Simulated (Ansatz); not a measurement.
The start is a randomly generated symmetric cell of Bi (space group No. 65). The cell and all atomic positions are relaxed at zero pressure with PBE (plane waves to 420 eV, PAW, scalar-relativistic; Ansatz, a first-principles code). The first steps use a coarse 13×13×7 k-mesh.

Starting cell:
```yaml
crystal:
  lattice:
    - [1.50117, -2.49641, 0.00000]
    - [1.50117, 2.49641, 0.00000]
    - [0.00000, 0.00000, 4.52648]
  atoms:
    - { symbol: Bi, position: [0.50000, 0.50000, 0.00000] }
```

```yaml
initial_pressure: "+20.9 GPa (positive: the cell is compressed)"
outcome: The space group goes from Cmmm (No. 65) to P6/mmm (No. 191); the end is AFLOW prototype A_hP1_191_a (A_f, as in Sn), with 1 atom in the primitive cell
energy_released: 1.12 to 1.13 eV/atom (the two k-meshes of the run give this range)
volume_change: -0.4 %, from 33.93 to 33.78 Å³/atom
Shortest distances (start → end): "The closest pairs of elements (up to four, under 3.6 Å), start → end: Bi–Bi 2.91 → 3.30 Å"
optimiser_moves: 21
```

The end point of the relaxation:

Space group P6/mmm (No. 191); a = b = 3.4371 Å, c = 3.3017 Å, α = β = 90.00°, γ = 120.00°

```json
[
 {"atom": "Bi", "site": "1a", "symmetry": "6/mmm", "x": "0.0000", "y": "0.0000", "z": "0.0000"}
]
```

Final values are on a 16×16×14 k-mesh of the relaxed cell. No spin polarisation in the result.

The run could not lose the symmetry of its start, so the end can be a saddle point.

The relaxed structure here is a generated cell of Bi: the first start was made by a random draw of sites in a space group, and the end was not matched to a known phase here, so it may be hypothetical. Known forms of Bi include space group No. 166.
